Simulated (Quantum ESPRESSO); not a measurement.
## Ga2InAlP4 (convergence and cost over cutoff and k mesh)

Simulated, not a measurement. The program is pw.x of Quantum ESPRESSO 7.5 (plane-wave density functional theory). The cell is made up: 8 atoms on a zincblende/diamond lattice, with randomly drawn elements, strain and displacements, not relaxed. PseudoDojo standard norm-conserving files (v0.5 for PBE, v0.4.1 for LDA and PBEsol) set the functional; there is no spin polarisation, spin-orbit coupling or dispersion term, and the masses in the input are unused placeholders.

Input of the run in row 4:

```
&control calculation='scf', pseudo_dir='./dojo.nc.sr.pbe.v0_5.standard.upf', outdir='./o', disk_io='low', tprnfor=.true., tstress=.true. /
&system ibrav=0, nat=8, ntyp=4, nbnd=37, ecutwfc=79.96652505, nosym=.true., tot_charge=0,
 occupations='smearing', smearing='fd', degauss=0.0018374661
/
&electrons conv_thr=7.350e-09, electron_maxstep=60, /
ATOMIC_SPECIES
Al 1.0 Al.upf
Ga 1.0 Ga.upf
In 1.0 In.upf
P 1.0 P.upf
CELL_PARAMETERS angstrom
5.6037 0.0182 0.0771
0.0182 5.7011 0.031
0.0771 0.031 5.6414
ATOMIC_POSITIONS angstrom
Ga -0.0105 -0.1014 0.0305
Ga -0.0769 2.7445 2.8664
In 2.8663 -0.0611 2.9839
Al 2.8822 2.8616 0.0657
P 1.3475 1.4461 1.4692
P 1.5416 4.3377 4.346
P 4.2892 1.5071 4.1903
P 4.2304 4.1985 1.407
K_POINTS automatic
4 4 4 1 1 1
```

The same cell was run at these settings. Meshes are shifted by half a step, and differences are from the last row, which is itself not exact.

| cutoff (eV) | k mesh | k points solved | threshold (eV) | free energy less the last row's (eV) | pressure (GPa) | largest stress difference (GPa) | largest force difference (eV/Å) | iterations | wall time (s) | k-point pools | processor |
| --- | --- | --- | --- | --- | --- | --- | --- | --- | --- | --- | --- |
| 762 | 2 x 2 x 2 | 4 | 1e-04 | 3.838 | -25.44 | 26.85 | 0.039 | 7 | 12 | 4 | Intel Xeon, 2023 or later |
| 1088 | 1 x 1 x 1 | 1 | 1e-07 | 7.911 | 6.34 | 5.19 | 0.742 | 11 | 20 | 4 | Intel Xeon, 2023 or later |
| 782 | 4 x 4 x 4 | 32 | 1e-07 | 2.395 | -18.85 | 20.23 | 0.004 | 10 | 40 | 4 | Intel Xeon, 2023 or later |
| 1088 | 4 x 4 x 4 | 32 | 1e-07 | 0.008 | 1.32 | 0.01 | 0.002 | 10 | 78 | 4 | Intel Xeon, 2023 or later |
| 1377 | 6 x 6 x 6 | 108 | 1e-07 | 0.000 | 1.33 | 0.00 | 0.000 | 11 | 336 | 4 | Intel Xeon, 2023 or later |

Each pool is one process. Wall times include start-up and a band step at six k points, which weighs most on the coarsest meshes. The runs were on shared virtual cores whose load varied, so times are rough.